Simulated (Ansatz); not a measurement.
TaP2:
Space group Cmc2₁ (No. 36); a = 3.3359 Å, b = 11.4505 Å, c = 5.0463 Å, α = β = γ = 90.00°

```tsv
atom	site	symmetry	x	y	z
Ta	4a	m..	0.0000	0.0899	0.5004
P	4a	m..	0.0000	0.4271	0.3785
P	4a	m..	0.0000	0.6997	0.1961
```
(The calculation used a cell of 6 atoms; values per cell refer to that cell.)

Relaxed with r²SCAN.

Q: Tabulate the valence density and the electron localisation function along the shortest P–P contact (2.16 Å), the program Ansatz at the r²SCAN level (PAW).

A: 

| distance from P (Å) | density (e/Å³) | ELF |
|---|---|---|
| 0.22 | 0.16 | 0.00 |
| 0.32 | 0.32 | 0.04 |
| 0.43 | 0.53 | 0.28 |
| 0.54 | 0.72 | 0.63 |
| 0.65 | 0.85 | 0.83 |
| 0.76 | 0.90 | 0.89 |
| 0.87 | 0.89 | 0.91 |
| 0.97 | 0.86 | 0.91 |
| 1.08 | 0.84 | 0.90 |
| 1.19 | 0.85 | 0.90 |
| 1.30 | 0.86 | 0.88 |
| 1.41 | 0.86 | 0.85 |
| 1.51 | 0.81 | 0.76 |
| 1.62 | 0.69 | 0.53 |
| 1.73 | 0.50 | 0.21 |
| 1.84 | 0.30 | 0.03 |
| 1.95 | 0.15 | 0.00 |

The density is the valence pseudo-density with augmentation charge, so density and ELF within about 1 Å of a nucleus are not all-electron values.

Space group Cmc2_1. The start of the workflow was typed in or built on a structure type; neither database checked (COD, Materials Project) lists it. Its standing as an ambient phase is unchecked. The r²SCAN relaxation kept the symmetry of its start; its stability against distortions is not shown here. No spin polarisation was allowed. Scalar-relativistic: spin–orbit coupling is off unless named, which matters more the heavier the elements.

Potentials: the earlier of the program's two PAW sets. The files were generated under PBE; for other functionals the program regenerates the frozen cores, and for LDA and PBEsol the local potential too.
